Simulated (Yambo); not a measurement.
Na2PdH4 (space group I4/mmm, No. 139); a = 4.942 Å, b = 4.942 Å, c = 4.942 Å, α = 115.51°, β = 115.51°, γ = 97.97°. With the G0W0 scissor the direct gap on the mesh is 3.71 eV. Axes are Cartesian, with cell vectors (Å) (-2.64, 2.64, 3.24), (2.64, -2.64, 3.24), (2.64, 2.64, -3.24).

**Question.** Does this run resolve the lowest exciton, and if so, what are its energy and binding? (Yambo, LDA bands; 6×6×6 mesh, 8 valence and 4 conduction bands, static screening with 53 bands and a 3 Ry block, scissor 1.62 eV, Tamm-Dancoff.)

**Answer.** No. The lowest state covers only about 2 of the 216 k points, so the mesh doesn't resolve it: its energy and its distance from the direct gap are mesh artefacts. An extended exciton needs a far denser mesh. The scissor comes from a G0W0 run whose convergence isn't established. Spin-orbit splittings are left out.

Geometry of the Materials Project entry, not relaxed at this level.

The structure is a Materials Project entry; no match was found in the copy of COD used, and its stability was not checked.
